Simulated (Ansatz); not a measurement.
# FeSb (P63/mmc): the held moment from field and pressure

Geometry: a structure as deposited in COD (the entry's cell lengths or inner coordinates differ somewhat from later room-temperature determinations); nothing is relaxed.

Settings: LDA, 8×8×6 k mesh, Fermi–Dirac smearing of 0.1 eV. PAW means Ansatz 0.2.0 on its default frozen-core files. Site moments are integrated in spheres about the atoms.

The input and its command:

```yaml
crystal:
  lattice:
    - [4.06, 0.0, 0.0]
    - [-2.03, 3.5160631394, 0.0]
    - [0.0, 0.0, 5.13]
  atoms:
    - { symbol: Fe, position: [0.0, 0.0, 0.0], spin: 3.0 }
    - { symbol: Fe, position: [0.0, 0.0, 0.5], spin: 3.0 }
    - { symbol: Sb, position: [0.3333333333, 0.6666666667, 0.25] }
    - { symbol: Sb, position: [0.6666666667, 0.3333333333, 0.75] }
magnetization:
  spin_polarized: true
kpoints:
  mp_grid: { grid: [8, 8, 6] }
scf:
  occupations: { method: fermi_dirac, width: 0.1 }
  lower_state_search: "off"
hamiltonian:
  xc: lda
  pseudopotentials: { kind: paw }
output:
  forces: true
  stress: true
  eigenvalues: true
  populations: true
  dos: { projected: true, de: 0.1, e_range: [-8, 5] }
  write_density: true
  write_potential: true
  elf: true
  volumetric_format: npy
```

Command: `ansatz run input.yaml --threads 2 --pin off --max-ram 6144MiB --backend cpu --events-out ev --progress --plain --runs-dir out`

The free run ends with 2.84 μB per cell. Further runs hold the cell's moment M by two Fermi levels; B is half their difference over μB, positive where the field raises M. Some of them:

```csv
M (μB/cell),B (T),ΔF over the free run (meV/cell),pressure (GPa)
1.42,-2028,97.2,-15.2
2.41,-781,9.8,-13.7
3.12,603,4.8,-11.9
```

Another run of the series gave B (T) = 1311, ΔF over the free run (meV/cell) = 20.2, pressure (GPa) = -11.0. Which moment was held?
A. 3.83
B. 3.40
C. 1.99
D. 0.71

B. M (μB/cell) = 3.40.

Another run of the series gave B (T) = -1479, ΔF over the free run (meV/cell) = 37.5, pressure (GPa) = -14.5. Which moment was held?
A. 3.40
B. 3.83
C. 0.71
D. 1.99

D. M (μB/cell) = 1.99.

The whole series:

| M (μB/cell) | B (T) | ΔF over the free run (meV/cell) | pressure (GPa) |
| --- | --- | --- | --- |
| 0.71 | -1600 | 176.4 | -15.7 |
| 1.42 | -2028 | 97.2 | -15.2 |
| 1.99 | -1479 | 37.5 | -14.5 |
| 2.41 | -781 | 9.8 | -13.7 |
| 3.12 | 603 | 4.8 | -11.9 |
| 3.40 | 1311 | 20.2 | -11.0 |
| 3.83 | 2512 | 67.7 | -9.4 |

The PAW files were made with PBE; the program remakes their cores once for the run's functional and then keeps them frozen. The Ansatz runs typed with the search for lower states off end where their start leads. Spin–orbit coupling is left out although heavy atoms are present. These are results for the start and cell typed. The real compound can order otherwise, in a larger cell, or not at all, since semilocal functionals without spin fluctuations often overstate magnetism; near a collapse of the moment, mesh and smearing move it by tens of per cent.
